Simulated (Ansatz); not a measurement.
Starting cell, In$_{2}$Ge$_{2}$O$_{7}$ (space group C2/m):

```
CELL_PARAMETERS angstrom
      3.29422    -4.38064     0.00000
      3.29422     4.38064     0.00000
     -1.01498     0.00000     4.80942
ATOMIC_POSITIONS crystal
  In 0.30636 0.69364 0.00000
  In 0.69364 0.30636 0.00000
  Ge 0.76204 0.76204 0.59308
  Ge 0.23796 0.23796 0.40692
  O  0.40849 0.07374 0.21293
  O  0.59151 0.92626 0.78707
  O  0.92626 0.59151 0.78707
  O  0.07374 0.40849 0.21293
  O  0.00000 0.00000 0.50000
  O  0.41397 0.41397 0.72729
  O  0.58603 0.58603 0.27271
```

The atoms are displaced by Q × the pattern below (from a DFPT mode at Γ, largest move 1; Q in Å), at fixed cell.

```tsv
atom	x	y	z
In1	-0.152	0.000	-0.027
In2	-0.152	0.000	-0.027
Ge3	-0.157	0.000	0.027
Ge4	-0.157	0.000	0.027
O5	0.980	0.060	-0.191
O6	0.980	0.060	-0.191
O7	0.980	-0.060	-0.191
O8	0.980	-0.060	-0.191
O9	0.132	0.000	0.218
O10	-0.223	0.000	0.342
O11	-0.223	0.000	0.342
```

The numbers are results of LDA (plane waves to 420 eV, PAW, scalar-relativistic; Ansatz, a first-principles code), not measurements. k mesh 5×5×6 (Γ-centred), Fermi-Dirac smearing 0.05 eV. In2Ge2O7 was relaxed with its symmetry unable to fall.

At one point of the scan the forces (eV/Å) are:

```
atom      Fx      Fy      Fz
----  ------  ------  ------
In1   -2.275  -0.127  -0.288
In2   -2.275   0.127  -0.288
Ge3   -1.583   0.000   0.400
Ge4   -1.196   0.000   0.011
O5     1.604   0.384   0.023
O6     2.354  -0.095  -0.813
O7     2.354   0.095  -0.813
O8     1.604  -0.384   0.023
O9     0.273   0.000   0.413
O10   -0.466   0.000   0.614
O11   -0.395   0.000   0.717
```

### Question
Which point is it?
A) Q = -0.030 Å
B) Q = -0.180 Å
C) Q = -0.090 Å
D) Q = -0.150 Å

### Answer
D, Q = -0.150 Å

(A displaced cell: forces are minus the slopes of the energy, force constants its curvatures, and phonons follow from these.)
